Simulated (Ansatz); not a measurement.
TiSb:
```yaml
crystal:
  lattice:
    - [4.06304, 0.00000, 0.00000]
    - [-2.03152, 3.51869, 0.00000]
    - [0.00000, 0.00000, 6.16341]
  atoms:
    - { symbol: Ti, position: [0.00000, 0.00000, 0.00000] }
    - { symbol: Ti, position: [0.00000, 0.00000, 0.50000] }
    - { symbol: Sb, position: [0.33333, 0.66667, 0.25000] }
    - { symbol: Sb, position: [0.66667, 0.33333, 0.75000] }
```

Relaxed with r²SCAN.

Give the Bader charges and basin volumes of the independent atoms, the program Ansatz at the r²SCAN level (PAW).



```
atom  Bader charge (e)  Bader volume (Å³)
----  ----------------  -----------------
Ti1              +1.25               12.0
Sb3              -1.25               32.1
```

Space group P6_3/mmc (NiAs type). The workflow started from an entry of the Crystallography Open Database (COD). Whether it is the stable phase at ambient conditions was not checked. Symmetry was held in the r²SCAN relaxation; its stability against distortions is not shown here. No spin polarisation was allowed. Scalar-relativistic: spin–orbit coupling is off unless named, which matters more the heavier the elements.

Potentials: the later of the program's two PAW sets.
